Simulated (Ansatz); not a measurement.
Polymorphs of Ga, each relaxed with LDA (plane waves, PAW; program Ansatz):

A: Cmcm
a = 7.539 Å, b = 4.511 Å, c = 4.503 Å, α = 90.00°, β = 90.00°, γ = 90.00°

| atom | site | symmetry | x | y | z |
|---|---|---|---|---|---|
| Ga | 8g | ..m | 0.1626 | 0.1713 | 0.2500 |

B: α-Ga (Cmce)
a = 4.424 Å, b = 7.493 Å, c = 4.434 Å, α = β = γ = 90.00°

| atom | site | symmetry | x | y | z |
|---|---|---|---|---|---|
| Ga | 8f | m.. | 0.0000 | 0.3441 | 0.4153 |

Q: Put the candidates in order of energy per atom at 0 K, lowest first, for LDA.

A: B (+0 meV/atom), A (+18 meV/atom)

Not the usual ambient phase: A. All cells were relaxed under the symmetry of their starts (and spin orders); stability against distortions was not tested throughout. Spin–orbit coupling is left out wherever it is not named.

Energies hold the estimated change up to a 700 eV cutoff; steps of a few meV lie near the error of the meshes.

Potentials: the later of the program's two PAW sets.
